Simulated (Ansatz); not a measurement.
Consider the following.

NiGe:
```yaml
crystal:
  lattice:
    - [5.28353, 0.00000, 0.00000]
    - [0.00000, 3.46830, 0.00000]
    - [0.00000, 0.00000, 5.72032]
  atoms:
    - { symbol: Ni, position: [0.99269, 0.75000, 0.18935] }
    - { symbol: Ni, position: [0.00731, 0.25000, 0.81065] }
    - { symbol: Ni, position: [0.50731, 0.25000, 0.68935] }
    - { symbol: Ni, position: [0.49269, 0.75000, 0.31065] }
    - { symbol: Ge, position: [0.81132, 0.75000, 0.59022] }
    - { symbol: Ge, position: [0.18868, 0.25000, 0.40978] }
    - { symbol: Ge, position: [0.68868, 0.25000, 0.09022] }
    - { symbol: Ge, position: [0.31132, 0.75000, 0.90978] }
```

This is the PBEsol-relaxed structure. Tensor components refer to the Cartesian frame of this cell.

Problem. All from plane-wave PAW PBEsol (Ansatz code), unless another level is named. Give the Debye temperature from the elastic constants.

Solution. 407 K.

Problem. And the elastic constants (relaxed ions, GPa)?

Solution. C11 = 231, C22 = 203, C33 = 193, C12 = 155, C13 = 112, C23 = 120, C44 = 77.7, C55 = 117, C66 = 119.

Space group Pnma. The cell was relaxed with PBEsol under the symmetry of its start. The workflow began spin-polarised and lost its moments. As this level gives no gap, shear constants depend on the k-mesh and smearing (Fermi–Dirac, 0.1 eV here). On the denser mesh and wider smearing of the elastic run this cell carries a stress of 0.4 GPa.

Potentials: the later of the program's two PAW sets.
